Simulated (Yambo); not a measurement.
A G0W0@PBE run in Yambo for MgS (rock salt, space group Fm-3m, No. 225) (6×6×6 Γ-centred k mesh, bands 5 to 80 and a 10 Ry block in the screening, 80 bands in G with the Bruneval-Gonze terminator, plasmon pole fitted at 27.2 eV) gives these matrix elements, in eV, at the band edges (Γ → X):

| state | E0 | <Vxc> | <Σx> | <Σc(E0)> | Z |
|---|---|---|---|---|---|
| valence edge | 0.000 | -13.370 | -16.333 | 1.569 | 0.784 |
| conduction edge | 2.779 | -10.389 | -6.244 | -3.414 | 0.820 |

Question: Solve the linearised quasiparticle equation for both states, give the gap, and say how exchange and correlation each act on it.

Answer: E = E0 + Z(Σx + Σc − Vxc). Valence: 0.000 + 0.784 × (-16.333 + (1.569) − (-13.370)) = -1.09 eV. Conduction: 2.779 + 0.820 × (-6.244 + (-3.414) − (-10.389)) = 3.38 eV. The gap is 4.47 eV, against 2.78 eV in PBE. Replacing Vxc by bare exchange alone would open it by 7.11 eV; correlation takes back 4.98 eV of that, and Z scales what is left. Nearest settings tried, and what they do to the gap: 49 bands in G: +2 meV; 36 bands in W: -52 meV; 2 Ry block (27 vectors against 169): -355 meV. Not varied: mesh. So the settings aren't converged at that level. 

Geometry of the Materials Project entry, not relaxed at this level; primitive cell a = 3.683 Å, b = 3.683 Å, c = 3.683 Å, α = 60.00°, β = 60.00°, γ = 60.00°.
